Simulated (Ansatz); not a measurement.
# Ga: frozen-core PAW against all-electron methods

```yaml
crystal:
  lattice:
    - [1.46908, -4.11849, 0.00000]
    - [1.46908, 4.11849, 0.00000]
    - [0.00000, 0.00000, 3.21172]
  atoms:
    - { symbol: Ga, position: [0.86700, 0.13300, 0.25000] }
    - { symbol: Ga, position: [0.13300, 0.86700, 0.75000] }
```

Atom numbers follow the list: Ga1, Ga2.

The geometry is COD entry 9012485, unchecked; take it as a test cell. The listed cell was then made from it by scaling, straining or moving an atom.

Methods: DFT, LDA, PAW with Ansatz's default frozen-core files, scalar-relativistic (Ansatz 0.2.0); DFT, LDA, all-electron PAW with datasets made for the crystal, scalar-relativistic (Ansatz 0.2.0); DFT, LDA, all-electron LAPW, scalar-relativistic (Ansatz 0.2.0).

For PAW: a Γ-centred 12×12×10 k mesh, Fermi–Dirac smearing of 0.08 eV, cutoff 420 eV, no spin polarisation; the PAW files were made with PBE, and the program remakes their frozen cores for this functional. The crystal-made all-electron datasets (AE datasets) take a cutoff of 240 eV at this cell. LAPW targets a basis error of 1 meV/atom. The Ansatz runs share mesh, smearing and spin set-up. Plane-wave (PAW) pressures include the program's estimate of the Pulay term.

Stress and pressure are positive in compression.

The change that made this cell: volume scaled by 1.04.

In a metal, gradients converge slowly with the k mesh: the values move by tens of per cent from one mesh to another, at times in sign, so only the comparison on one mesh counts.

```json
{"quantity": "pressure (GPa)", "PAW": "-5.37", "AE datasets": "-5.33", "LAPW": "-5.33"}
{"quantity": "stress xx (GPa)", "PAW": "-7.10", "AE datasets": "-7.07", "LAPW": "-7.06"}
{"quantity": "stress yy (GPa)", "PAW": "-4.64", "AE datasets": "-4.60", "LAPW": "-4.60"}
{"quantity": "stress zz (GPa)", "PAW": "-4.37", "AE datasets": "-4.33", "LAPW": "-4.33"}
{"quantity": "force on Ga1, y (eV/Å)", "PAW": "0.157", "AE datasets": "0.156", "LAPW": "0.156"}
{"quantity": "field gradient Vzz at Ga1 (10²¹ V/m²)", "PAW": "-2.73", "AE datasets": "-2.73", "LAPW": "–"}
```

PAW's pressure differs from the LAPW value by -0.04 GPa. Datasets made for the crystal and LAPW share parts of one code, so their agreement isn't an independent check.
